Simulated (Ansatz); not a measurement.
# ZnSe with Br replacing Se: gradients before and after relaxing the atoms

Start: a supercell of ZnSe (zinc blende type, F-43m) built from a structure deposited in the COD, with all atoms left at the host's positions.

```cif
data_Zn27Se26Br
_symmetry_space_group_name_H-M 'F-43m'
_symmetry_Int_Tables_number 216
_cell_length_a 17.0028
_cell_length_b 17.0028
_cell_length_c 17.0028
_cell_angle_alpha 90.000
_cell_angle_beta 90.000
_cell_angle_gamma 90.000
loop_
_atom_site_label
_atom_site_type_symbol
_atom_site_symmetry_multiplicity
_atom_site_Wyckoff_symbol
_atom_site_fract_x
_atom_site_fract_y
_atom_site_fract_z
Zn1 Zn 16 e 0.4167 0.0833 0.4167
Zn3 Zn 24 g 0.7500 0.0833 0.7500
Zn5 Zn 48 h 0.7500 0.9167 0.5833
Zn14 Zn 4 d 0.7500 0.7500 0.7500
Zn18 Zn 16 e 0.0833 0.5833 0.9167
Br Br 4 a 0.5000 0.0000 0.5000
Se29 Se 48 h 0.6667 0.0000 0.6667
Se32 Se 16 e 0.8333 0.8333 0.6667
Se36 Se 16 e 0.1667 0.6667 0.8333
Se42 Se 24 f 0.0000 0.6667 0.0000
```

One atom of each set is listed; the run and its k-mesh use a cell of 54 atoms with edges of 12.02, 12.02, 12.02 Å.

Level of theory: DFT, PBE, plane waves and PAW, scalar-relativistic, 420 eV cutoff, Γ-centred 2×2×2 k-points, Fermi–Dirac smearing 0.01 eV, cell charge +1 (Ansatz 0.2.0).

The largest force at the start is 1.3 eV/Å. Relaxing the ions at fixed cell moves them by 0.225 Å at most (atom 2, Zn) and 0.064 Å rms.

```
site  moved (Å)              first shell before               first shell after  V_zz before (10²¹ V/m²)  η before
 Zn1      0.225  1 Br at 2.45 Å, 3 Se at 2.45 Å  3 Se at 2.41 Å, 1 Br at 2.68 Å                     5.26      0.00
 Zn3      0.009                  4 Se at 2.45 Å             4 Se at 2.45–2.46 Å                    -0.58      0.31
 Zn5      0.027                  4 Se at 2.45 Å             4 Se at 2.44–2.46 Å                    -0.31      0.96
Zn18      0.000                  4 Se at 2.45 Å                  4 Se at 2.45 Å                    0.050      0.00
  Br      0.000                  4 Zn at 2.45 Å                  4 Zn at 2.68 Å                     0.00         –
Se29      0.026                  4 Zn at 2.45 Å             4 Zn at 2.41–2.46 Å                     4.26      0.12
Se32      0.004                  4 Zn at 2.45 Å                  4 Zn at 2.45 Å                    -0.83      0.00
Se36      0.001                  4 Zn at 2.45 Å                  4 Zn at 2.45 Å                    -0.97      0.00
Se42      0.009                  4 Zn at 2.45 Å             4 Zn at 2.44–2.45 Å                    -0.40      0.27
```

Task: What are V_zz and η after the relaxation?

Result: 

```tsv
site	V_zz after	η after	change of V_zz
Zn1	8.27	0.00	+3.01
Zn3	0.49	0.63	–
Zn5	-0.60	0.83	-0.29
Zn18	0.009	0.00	-0.04
Br	0.00	–	0.00
Se29	2.61	0.10	-1.65
Se32	-0.13	0.00	+0.70
Se36	-0.39	0.00	+0.58
Se42	0.53	0.33	–
```

The largest change of V_zz along a kept axis is on Zn1, from 5.26 to 8.27. In per cent, |V_zz| changes by +57 on Zn, -85 to -39 on Se (all sites that start above 0.5, bar those whose gradient vanishes or changes sign or whose main axis turns by over 40°). On Zn3, Se42 the largest principal value lies along another axis in the second run, so the two V_zz can't be compared directly. Other sites without a gradient aren't listed.

The defect repeats with the cell of 54 atoms, so it feels its images: sites between two images don't show the values beside a lone defect, and zeros or small values of η there can come from the images' arrangement. A uniform background compensates the cell's charge.
Before: The neighbours have not yet relaxed around the defect (largest force 1.3 eV/Å), so a real crystal will differ.
After: The relaxation keeps the site symmetry -43m of the start, so the impurity can't leave its site; a start off the site could end lower.
